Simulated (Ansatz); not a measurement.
Diamond Si (211), 2 layers, DFT, PBE, all-electron LAPW, scalar-relativistic (Ansatz 0.2.0), on 1 thread of Intel(R) Xeon(R) Platinum 8488C (Sapphire Rapids) (shared host).

Command: `ansatz run input.yaml --threads 1 --pin off --max-ram 3584MiB --backend cpu --events-out ev --progress --plain --runs-dir out`

```yaml
crystal:
  lattice:
    - [9.4759515534, 0.0, 0.0]
    - [0.0, 3.8685410222, 0.0]
    - [0.0, 0.0, 14.2803]
  atoms:
    - { symbol: Si, position: [0.8005497932, 0.75, 0.4551733294] }
    - { symbol: Si, position: [0.5657294907, 0.75, 0.4940322305] }
    - { symbol: Si, position: [0.4342704941, 0.25, 0.5059676864] }
    - { symbol: Si, position: [0.199450222, 0.25, 0.5448266706] }
kpoints:
  mp_grid: { grid: [3, 7, 1] }
scf:
  occupations: { method: fermi_dirac, width: 0.02 }
hamiltonian:
  xc: pbe
  pseudopotentials: { kind: all_electron, lapw: { basis_error: 0.001 } }
output:
  forces: true
  stress: true
  eigenvalues: true
efield:
  axis: 3
  amplitude: 0
  dipole_correction: true
```

(1) How large is the problem that the program sets up?

(2) About how long does it take, and how much memory?

Answers

(1) 8 irreducible k-points, 4329 plane waves at Γ, 29 bands.

(2) 32 s of wall time for 9 SCF iterations, with a peak of 0.81 GiB. Times on shared machines scatter by tens of per cent.
